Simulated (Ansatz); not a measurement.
The cell below belongs to a search over invented structures; it isn't taken from experiment.

Input and command of a plane-wave DFT calculation in Ansatz:

```yaml
crystal:
  lattice:
    - [-2.6955183893, 4.0244315031, 4.0513676362]
    - [2.6955183893, -4.0244315031, 4.0513676362]
    - [2.6955183893, 4.0244315031, -4.0513676362]
  atoms:
    - { symbol: Si, position: [0.0, 0.5, 0.5] }
    - { symbol: Si, position: [0.0, 0.0, 0.0] }
    - { symbol: Sn, position: [0.1049597675, 0.8025567393, 0.3024030282] }
    - { symbol: Sn, position: [0.8950402325, 0.1974432607, 0.6975969718] }
    - { symbol: Sn, position: [0.499846289, 0.1974432607, 0.3024030282] }
    - { symbol: Sn, position: [0.500153711, 0.8025567393, 0.6975969718] }
    - { symbol: Sn, position: [0.5, 0.5, 0.0] }
basis:
  ecutwfc: 420
kpoints:
  mp_grid: { grid: [8, 8, 8] }
hamiltonian:
  xc: pbe
scf:
  occupations: { method: gaussian, width: 0.1 }
output:
  forces: true
  stress: true
  eigenvalues: true
relax:
  adjacent_minimum: "off"
  f_tol: 0.01
  max_steps: 80
  cell: { stress_tol: 0.05 }
```

```bash
ansatz run input.yaml --threads 4 --pin off --max-ram 10240MiB --backend cpu --events-out ev --progress --plain --runs-dir out
```

Processor: Intel(R) Xeon(R) Platinum 8259CL CPU @ 2.50GHz (Skylake/Cascade Lake), 4 threads, on a host shared with other jobs.

Q: How long does it run, and how much memory does it take?

A: About 120 s, peak memory 1 GiB. It solves 47 bands at 95 k points (after reduction by symmetry) with about 3453 plane waves (on the last cell), in 63 SCF iterations over 10 ionic steps.
